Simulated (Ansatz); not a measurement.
Al₂GaP₃: stable or not

The structure comes from a generated guess, relaxed at this level; another structure or a mixture of phases may lie lower.

The calculation used DFT PBE, scalar-relativistic, plane waves, PAW (Ansatz). The final run on the 6-atom cell used 420 eV, a Γ-centred 12×12×4 mesh, 0.02 eV smearing and no spin polarisation.

```xyz
6
Lattice="3.8940 0.0000 0.0000 -1.9470 3.3723 0.0000 0.0000 0.0000 9.5393" Properties=species:S:1:pos:R:3 pbc="T T T"
Al    0.0000    0.0000    0.0012
Al    0.0000    2.2482    6.3607
Ga    1.9470    1.1241    3.1781
P     0.0000    0.0000    7.1536
P     0.0000    2.2482    3.9800
P     1.9470    1.1241    0.7898
```

Energies over the elements count from the elements' standard structures at the same level, with no fitted energy shifts. The references include black phosphorus.

Problem. These tests were run: energy against the elements; phonons on a 2×2×1 q mesh; elastic tensor. What do they show?

Solution.

| test | result |
| --- | --- |
| energy against the elements | −0.565 eV/atom |
| phonons on a 2×2×1 q mesh | no imaginary mode on the mesh |
| elastic tensor | least eigenvalue 33 GPa |

It fails none of these tests. Whether a mixture of other phases lies lower isn't tested here.

The reference form of P is held partly by dispersion forces, which this level lacks. The run for the phonons used a 12×12×4 k mesh. The run for the elastic tensor used a 12×12×4 k mesh.
